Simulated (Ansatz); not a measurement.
This FeCo4 structure is the end of a relaxation. The cell was found from a structure generator's guess, not taken from experiment.

Method: Ansatz 0.2.0, DFT PBE, scalar-relativistic, plane waves, PAW. Cutoff 420 eV, Γ-centred mesh, Gaussian smearing, collinear spin.

```
CELL_PARAMETERS angstrom
-2.79797 2.79797 1.77300
2.79797 -2.79797 1.77300
2.79797 2.79797 -1.77300
ATOMIC_POSITIONS crystal
Fe 0.00000 0.00000 0.00000
Co 0.19778 0.40324 0.60102
Co 0.80222 0.59676 0.39898
Co 0.40324 0.80222 0.20546
Co 0.59676 0.19778 0.79454
```

Formation energies are uncorrected and refer to the elements' standard structures at the same level.

Q: What space group does it have?

A: I4/m (No. 87), with Fe and Co ordered on fcc sites. Conventional cell: a = 5.596 Å, c = 3.546 Å. Fe is surrounded by 12 Co at 2.51 Å; Co is surrounded by 9 Co at 2.46–2.54 Å and 3 Fe at 2.51 Å.

Q: How far does it lie from the elements in energy?

A: +0.02 eV/atom. The formation energy is too near zero to say whether this cell lies below the elements.

Q: Is it a metal?

A: Yes, bands cross the Fermi level on the 12×12×12 mesh.

Q: Which magnetic moments does it keep?

A: 1.83 μB per atom net, the space between the atoms included; by site: Fe 2.6; Co 1.7 (×4) μB.

The last run used collinear spin, a 12×12×12 mesh for its 5-atom cell and Gaussian smearing of 0.10 eV. For metals, differences of a few meV/atom aren't resolved. Another magnetic order may lie lower. A structure relaxed within its symmetry needn't be a true minimum.
